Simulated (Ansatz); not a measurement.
Values for one crystal, relaxed and computed with PBE in the plane-wave PAW code Ansatz; other levels are named.

* **Volume per atom**: 11.05 Å³
* **Electronic character**: metallic (no gap)
* **Bulk modulus (Birch–Murnaghan fit)**: 181 GPa
* **Formation energy from the elements (no fitted shifts)**: -0.55 eV/atom
* **Density of states at the Fermi level**: 0.53 states/eV per atom (mean over ±0.08 eV)
* **Pressure derivative B′**: 6.0

**Question.** Which of these materials gives this?
A. Si2Ni, fluorite or antifluorite type
B. TiSi2, Fddd (Ti on 8b, Si on 16f)
C. SiNi2, Pnma (Si on 4c, Ni on 4c, Ni on 4c)
D. Si2W, MoSi2 or CaC2 type

**Answer.** C, SiNi2, Pnma (Si on 4c, Ni on 4c, Ni on 4c)

The PBE relaxation kept the symmetry of its start. No spin polarisation was allowed. The references are the lowest solids computed at this level, not always the standard phases.

Potentials: the earlier of the program's two PAW sets.
